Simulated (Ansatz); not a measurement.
Consider the following.

ZrGeS:
```cif
data_Ge2S2Zr2
_chemical_formula_sum 'Zr2 Ge2 S2'
_space_group_name_H-M_alt 'P4/nmm :1'
_space_group_IT_number 129
_space_group_name_Hall 'P 4ab 2ab -1ab'
_cell_length_a 3.60234
_cell_length_b 3.60234
_cell_length_c 7.98348
_cell_angle_alpha 90.000
_cell_angle_beta 90.000
_cell_angle_gamma 90.000
loop_
_space_group_symop_operation_xyz
  'x, y, z'
  '-y+1/2, x+1/2, z'
  '-x, -y, z'
  'y+1/2, -x+1/2, z'
  'x+1/2, -y+1/2, -z'
  '-y, -x, -z'
  '-x+1/2, y+1/2, -z'
  'y, x, -z'
  '-x+1/2, -y+1/2, -z'
  'y, -x, -z'
  'x+1/2, y+1/2, -z'
  '-y, x, -z'
  '-x, y, z'
  'y+1/2, x+1/2, z'
  'x, -y, z'
  '-y+1/2, -x+1/2, z'
loop_
_atom_site_label
_atom_site_type_symbol
_atom_site_symmetry_multiplicity
_atom_site_Wyckoff_symbol
_atom_site_fract_x
_atom_site_fract_y
_atom_site_fract_z
_atom_site_occupancy
Zr1 Zr 2 c 0.50000 0.00000 0.27641 1
Ge1 Ge 2 a 0.00000 0.00000 0.00000 1
S1 S 2 c 0.00000 0.50000 0.37969 1
```

This is the PBEsol-relaxed structure.

Task: All from DFT-PBEsol in the program Ansatz with PAW potentials, unless another level is named. Predict the electronic character.

Result: metallic (no gap).

Task: Next, the formation energy from the elements (no fitted shifts)?

Result: -1.27 eV/atom.

Task: What about the density of states at the Fermi level?

Result: 0.11 states/eV per atom (mean over ±0.08 eV).

The first step of the workflow began from a Materials Project structure, measured or hypothetical; the Crystallography Open Database files this formula in space group No. 129, but the cells were not matched. Whether it is the stable phase at ambient conditions was not checked. Symmetry was held in the PBEsol relaxation; whether a distortion lowers the energy is not shown. No spin polarisation was allowed. The references are the lowest solids computed at this level, not always the standard phases. Scalar-relativistic: spin–orbit coupling is off unless named, which matters more the heavier the elements.

Potentials: the later of the program's two PAW sets.
